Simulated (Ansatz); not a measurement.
ScAl: do energies and stresses tell the same story?

Computed with DFT PBEsol, scalar-relativistic, plane waves, PAW in Ansatz.

Cutoff 420 eV; k points 14×14×10 on the computed 4-atom cell (Γ-centred); Gaussian smearing, width 0.10 eV; no spin polarisation.

Relaxed cell: Cmcm, a = 3.291 Å, b = 11.017 Å, c = 4.337 Å, α = 90.00°, β = 90.00°, γ = 90.00°, 4 atoms in the primitive cell. Whether it is the stable form of this composition wasn't checked.

Energies at zero smearing and pressures from the stress tensor, at volumes with shape and atoms relaxed:
| V (Å³/atom) | E − E(first) (meV/atom) | P (GPa) |
| --- | --- | --- |
| 18.474 | 0.00 | 5.27 |
| 19.064 | -13.91 | 2.44 |
| 19.654 | -18.14 | -0.02 |
| 20.243 | -13.97 | -2.16 |
| 20.833 | -2.53 | -4.01 |

Task: Check P = −dE/dV between neighbouring volumes, and get the bulk modulus from the pressures alone.

Result: With 1 eV/Å³ = 160.2 GPa:
```csv
middle V (Å³/atom),−ΔE/ΔV (GPa),mean P (GPa)
18.769,3.780,3.855
19.359,1.149,1.210
19.949,-1.133,-1.088
20.538,-3.108,-3.082
```

The two differ by 0.08 GPa at most. The mean of two end pressures misses the average over a step by about ΔV² P″/12, up to 0.03 GPa here; with that taken off 0.04 GPa remains. The stress is the derivative of the free energy, not of the energy at zero smearing, and with free energies 0.01 GPa remains. Around V = 19.654 Å³/atom, the two neighbours give B = −V ΔP/ΔV = 19.654 × 4.60 / 1.179 = 76.6 GPa, against B0 = 76.0 GPa from the Birch–Murnaghan fit of the energies.